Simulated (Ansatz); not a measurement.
Ir (P63/mmc); total moment held at 1 μB.

```
Ir
1.0
     2.75138    0.00000    0.00000
    -1.37569    2.38276    0.00000
     0.00000    0.00000    4.46229
Ir
2
Direct
  0.66667 0.33333 0.75000
  0.33333 0.66667 0.25000
```

The source of the geometry is a structure from the Materials Project; atoms and cell stay fixed.

Settings: r²SCAN, 14×14×8 k mesh, Fermi–Dirac smearing of 0.08 eV. PAW means Ansatz 0.2.0 on its default frozen-core files. Site moments are integrated in spheres about the atoms. Start moments (μB): Ir1 0.5, Ir2 0.5.

The self-consistent cycle went as follows.

| iteration | Harris–Foulkes energy less the last (meV) | density residual (eV) | M (μB) | ∫|m| (μB) |
| --- | --- | --- | --- | --- |
| 1 | 77.447 | 2.7e-01 | 1.0000 | 1.0001 |
| 2 | 3.646 | 1.2e-01 | 1.0000 | 1.0163 |
| 3 | 8.089 | 1.9e-02 | 1.0000 | 1.0359 |
| 4 | 2.572 | 2.0e-03 | 1.0000 | 1.0366 |
| 5 | 0.574 | 4.0e-04 | 1.0000 | 1.0336 |
| 6 | 0.017 | 7.7e-06 | 1.0000 | 1.0349 |
| 7 | 0.002 | 2.0e-06 | 1.0000 | 1.0356 |
| 8 | 0.000 | 2.7e-07 | 1.0000 | 1.0356 |
| 9 | 0.000 | 3.6e-08 | 1.0000 | 1.0356 |

Site moments (μB): Ir1 0.50, Ir2 0.50. Cell moment 1.00 μB.

The PAW files were made with PBE; the program remakes their cores once for the run's functional and then keeps them frozen. The Ansatz runs typed with the search for lower states off end where their start leads. Spin–orbit coupling is left out although heavy atoms are present. The magnetic state is the one that this cell and start allow. It needn't be the compound's measured order, which may need a larger cell or be absent.
